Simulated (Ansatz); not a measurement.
Ru:
```xyz
8
Lattice="2.6740 0.0000 0.0000 -1.3370 2.3158 0.0000 0.0000 0.0000 17.2739" Properties=species:S:1:pos:R:3 pbc="T T T"
Ru     0.0000     0.0000    11.8844
Ru     0.0000     1.5438    14.0773
Ru     1.3370     0.7719    16.2271
Ru     0.0000     1.5438     1.0468
Ru     1.3370     0.7719     3.1966
Ru     0.0000     0.0000     5.3895
Ru     0.0000     1.5438     7.5456
Ru     1.3370     0.7719     9.7283
```

Relaxed with PBEsol. Special points in fractions of this cell's reciprocal vectors: Γ (0.000, 0.000, 0.000); M (0.500, 0.000, 0.000); K (0.333, 0.333, 0.000); A (0.000, 0.000, 0.500); L (0.500, 0.000, 0.500); H (0.333, 0.333, 0.500).

Task: List the band energies nearest the Fermi level at these points for plane-wave PAW PBEsol (Ansatz code).

Result: In eV from the Fermi level; about four levels below and three above (degenerate sets whole), none deeper than 8.9 eV; points with the same levels are listed once.

```csv
k,below,above
Γ,-0.24 -0.24 -0.18 -0.18,0.16 0.16 0.19 0.19
M,-1.37 -1.33 -0.96 -0.90,0.01 0.25 0.86
K,-0.70 -0.70 -0.65 -0.54 -0.54,0.39 1.00 1.00
A,-0.20 -0.20 -0.20 -0.20 -0.10 -0.10,0.48 0.56 0.62 0.62
L,-0.96 -0.18 -0.09 -0.05,0.04 1.28 1.51
H,-0.69 -0.69 -0.62 -0.55 -0.55,0.29 1.09 1.09
```

Space group P-3m1. The start of the workflow was typed in or built on a structure type; neither database checked (COD, Materials Project) lists it. It is not the phase usual at ambient conditions (space group No. 194). The PBEsol relaxation kept the symmetry of its start; whether a distortion lowers the energy is not shown. The run is not spin-polarised. Scalar-relativistic: spin–orbit coupling is off unless named, which matters more the heavier the elements.

Potentials: the later of the program's two PAW sets.
